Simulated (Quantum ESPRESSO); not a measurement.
Space group P4₂/mnm (No. 136); a = 4.4230 Å, b = 4.4230 Å, c = 2.8835 Å, α = 90.00°, β = 90.00°, γ = 90.00°

```
atom  site  symmetry       x       y       z
----  ----  --------  ------  ------  ------
O       4f      m.2m  0.3063  0.3063  0.0000
Ge      2a      m.mm  0.0000  0.0000  0.0000
```

Cell and atoms were relaxed with PBEsol from Materials Project entry mp-470, within its symmetry.

### Question
What does norm-conserving PBE (stringent potentials; Quantum ESPRESSO, 124 Ry, no spin-orbit coupling) give for the electronic structure near the Fermi level?

### Answer
The PBE gap is direct, 1.68 eV at Γ. Spin-orbit splittings are left out.
